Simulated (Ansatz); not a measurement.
Computed with Ansatz (plane waves, PAW, 500 eV cutoff): r²SCAN, scalar-relativistic, collinear spin, 10×10×10 k-mesh, Gaussian smearing of 0.05 eV; PAW files: Ansatz's generated set soft_2.

A crystal of composition XTe, relaxed at this level of theory, gives this pattern between 10° and 80°.

Cu Kα1 powder pattern (kinematic, no thermal factors).
| 2θ (°) | relative intensity |
| --- | --- |
| 26.32 | 100 |
| 30.48 | 4 |
| 43.65 | 75 |
| 51.69 | 48 |
| 54.17 | 1 |
| 63.44 | 13 |
| 69.92 | 20 |
| 72.01 | 2 |

Which lattice and cell does the pattern come from?

Cubic, space group F-43m (No. 216), a = 5.860 Å, b = 5.860 Å, c = 5.860 Å, α = 90.00°, β = 90.00°, γ = 90.00°. The line positions fix the lattice at most, not the space group, and lines under 1 % of the strongest aren't listed; this is the group of the computed cell.

The calculation on XTe, where X is one element, gave:

```json
{"Band gap": "zero (metallic)", "Density of states at the Fermi level": "0.93 states/(eV·atom)", "Magnetic state": "non-magnetic", "Site spin moments": "none", "Bader charges": "X -0.27; Te 0.27 e", "Formation energy from the elements (0 K, uncorrected)": "0.82 eV/atom (unstable against the elements)", "Bulk modulus (Birch–Murnaghan)": "127 GPa", "Pressure derivative B0′": "4.9"}
```

Sites: X on 4a, Te on 4d.

Which element is X?
A. W
B. Os
C. Re
D. Pt

B. X is Os, so the compound is OsTe.

This is a trial structure made by placing the elements on a prototype's sites, so it needn't be the stable form.

Spin–orbit coupling, which matters for such heavy elements, is left out.
